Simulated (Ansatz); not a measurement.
InSe (started from an entry of an open crystallographic database): a single-point calculation in Ansatz (PBE0). The cell was relaxed beforehand with r2SCAN+rVV10.

Input file:
```yaml
crystal:
  lattice:
    - [4.0181119028, 0.0, 0.0]
    - [-2.0090559514, 3.4797869831, 0.0]
    - [0.0, 0.0, 16.9256136098]
  atoms:
    - { symbol: In, position: [0.3333333333, 0.6666666667, 0.1677023334] }
    - { symbol: In, position: [0.6666666667, 0.3333333333, 0.6677023334] }
    - { symbol: In, position: [0.3333333333, 0.6666666667, 0.3322976666] }
    - { symbol: In, position: [0.6666666667, 0.3333333333, 0.8322976666] }
    - { symbol: Se, position: [0.3333333333, 0.6666666667, 0.5927860123] }
    - { symbol: Se, position: [0.6666666667, 0.3333333333, 0.0927860123] }
    - { symbol: Se, position: [0.3333333333, 0.6666666667, 0.9072139877] }
    - { symbol: Se, position: [0.6666666667, 0.3333333333, 0.4072139877] }
kpoints:
  mp_grid: { grid: [6, 6, 2] }
  band_path:
    path:
      - [0.0, 0.0, 0.0]
      - [0.5, 0.0, 0.0]
      - [0.3333333333, 0.3333333333, 0.0]
      - [0.0, 0.0, 0.5]
      - [0.5, 0.0, 0.5]
      - [0.3333333333, 0.3333333333, 0.5]
    npoints: 1
hamiltonian:
  xc: pbe0
scf:
  occupations: { method: fixed }
  n_extra_bands: 6
output:
  forces: true
  stress: true
  eigenvalues: true
```

Task: What wall time did it need on 1 × NVIDIA H100 80GB HBM3 with 2 threads of AMD EPYC 7R13 Processor (Zen 3), on a shared host, load about 2.2 per core, and what peak of host memory did it reach?

Result: About 3.8 min, with a peak of 4.8 GiB.

Task: What does the program print?

Result: What the program printed (shortened):
```
Functional definition: PBE0
Crystal: 8 atoms, lattice volume = 236.657 Å³
Basis set: ecut = 420 eV, 4653 PW (Γ)
Bands: 64, of which v1, the nominal top of the filled ones, is band 58 counted from 1 (57 counted from 0)
Symmetry: 24 space group operations
Space group: P63/mmc (ITA 194)
k-points: 14 of 72
[warm-up without exact exchange]
SCF 1 stopped early in 5 iterations: F = -44271.765271 eV  dr2 = 1.44e-6
[exact exchange on]
Exchange kernel: α = 0.2500, full range, Wigner–Seitz truncation, v(0) = 22383.8307 eV·Å³, q-mesh 6×6×2
preconditioner: auto → none  [insulator: Δε(μ)=1.667 eV  ℏωp=21.0 eV]
SCF 2 stopped early in 8 iterations: F = -44290.796381 eV  dr2 = 1.16e-5
hybrid outer 1: dexx = +5.305e-2 eV, tail = 2.67e-4 eV
SCF 3 converged in 7 iterations: F = -44290.796717 eV  dr2 = 6.77e-10
hybrid outer 2: dexx = +7.333e-6 eV, tail = 1.67e-7 eV, Δε = 2.89e-3 eV, ΔF = 4.62e-3 eV/Å
SCF 4 converged in 2 iterations: F = -44290.796718 eV  dr2 = 6.60e-10
hybrid outer 3: dexx = +1.839e-9 eV, tail = 2.04e-9 eV, Δε = 5.37e-5 eV, ΔF = 2.67e-4 eV/Å
hybrid SCF converged: 3 outer / 17 inner (+5 warm-up)
Free energy (F): -44290.796718 eV
Fermi energy:    6.350547 eV
--- Forces (eV/Å), atoms counted from 1 ---
  atom   1  In      0.00000      0.00000    -0.07835
  atom   2  In      0.00000      0.00000    -0.07835
  atom   3  In      0.00000      0.00000      0.07835
  atom   4  In      0.00000      0.00000      0.07835
  atom   5  Se      0.00000      0.00000      0.13040
  atom   6  Se      0.00000      0.00000      0.13040
  atom   7  Se      0.00000      0.00000    -0.13040
  atom   8  Se      0.00000      0.00000    -0.13040
--- Stress (GPa, compression-positive) ---
        0.520802       0.000000       0.000000
        0.000000       0.520802       0.000000
        0.000000       0.000000       0.627741
  P = ⅓ Tr σ = 0.5564 GPa (5.564 kbar)
```
Iteration counts and the last digits belong to this one run.

The file bands.tsv (bands near the Fermi energy, numbered from 0, rounded):
```tsv
# k_distance	band_53	band_54	band_55	band_56	band_57	band_58	band_59	band_60	band_61
# fermi_ev = 6.350547
# [0, 0, 0] at k_distance = 0.000000
# [0.5, 0, 0] at k_distance = 0.902812
# [0.3333333333, 0.3333333333, 0] at k_distance = 1.424050
# [0, 0, 0.5] at k_distance = 2.482923
# [0.5, 0, 0.5] at k_distance = 3.385734
# [0.3333333333, 0.3333333333, 0.5] at k_distance = 3.906973
# levels_relative_to = fermi_ev
0.000	-1.338	-1.338	-1.247	-1.247	0.000	1.785	3.072	3.557	3.563
0.903	-2.473	-2.356	-2.264	-2.171	-1.493	2.487	2.638	3.180	3.447
1.424	-2.998	-2.374	-2.374	-1.841	-1.841	2.777	3.334	4.040	4.040
2.483	-1.283	-1.283	-1.283	-0.833	-0.833	2.517	2.517	3.573	3.573
3.386	-2.569	-2.337	-2.337	-1.822	-1.822	2.771	2.771	3.048	3.048
3.907	-2.876	-2.604	-2.604	-1.719	-1.719	3.016	3.016	3.868	3.868
```
In order the rows are Γ, M, K, A, L, H.

The PBE0 gap is direct at Γ: 1.78 eV. The gap is the least over the mesh and the extra points. The mean pressure at these positions is +0.6 GPa, compression counted positive. (The program warns that its thresholds are loose for a hybrid's stress.) The largest force is 0.13 eV/Å.

The values are computed, spin-unpolarised, and not measurements.

Spin-orbit coupling is left out, which matters wherever the heavy atoms make up the band edges.

The meshes of the hybrids are coarse, so their gaps aren't converged to the digits shown.
